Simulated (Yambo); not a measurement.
**Ba$_{2}$SrWO$_{6}$: lowest vertical excitons**

```
Ba2SrWO6
1.0
    5.29368    -3.06214     0.00000
    5.29368     3.06214     0.00000
   -3.55592     0.00000     5.09640
O Sr Ba W
6 1 2 1
Direct
  0.68468   0.23242   0.17683
  0.31532   0.76758   0.82317
  0.76758   0.31532   0.82317
  0.23242   0.68468   0.17683
  0.71914   0.71914   0.29322
  0.28086   0.28086   0.70678
  0.00000   0.00000   0.50000
  0.24736   0.24736   0.23907
  0.75264   0.75264   0.76093
  0.50000   0.50000   0.00000
```

The geometry is that of Materials Project entry mp-18764, symmetrised and not relaxed again.

BSE in Yambo on PBEsol (pw.x of Quantum ESPRESSO, ONCV potentials, scalar-relativistic) bands: 4×4×4 mesh, 15 valence and 9 conduction bands, static screening with 101 bands and a 3 Ry block, scissor 1.64 eV, Tamm-Dancoff; field along x.

| state | energy (eV) | states within 2 meV | relative strength | class | main transitions |
|---|---|---|---|---|---|
| 1 | 3.58 | 1 | < 0.01 | dark | several band pairs |
| 2 | 3.61 | 1 | < 0.01 | dark | several band pairs |
| 3 | 3.64 | 1 | < 0.01 | dark | several band pairs |
| 4 | 3.67 | 1 | < 0.01 | dark | several band pairs |
| 5 | 3.72 | 1 | < 0.01 | dark | several band pairs |
| 6 | 3.81 | 1 | < 0.01 | dark | several band pairs |

These are vertical excitations (zero momentum); the indirect quasiparticle gap, about 4.38 eV, is smaller than the direct one (4.50 eV on the GW mesh). The direct quasiparticle gap on this mesh is 4.50 eV; counted from there, state 1 is bound by 0.92 eV. Convergence with the mesh was not shown.

Spin singlets only. Strengths are relative to the strongest of the lowest states of this run; strong means a line over 3 % of the spectrum's maximum, dark under 0.03 %. Absolute energies carry the error of the G0W0 scissor, whose convergence isn't established; the long-wavelength screening was taken along (1,1,1) although the crystal is anisotropic.

Without spin-orbit coupling, band edges of such heavy elements can be off by tenths of an eV.

The structure is a Materials Project entry; no match was found in the copy of COD used, and its stability was not checked.
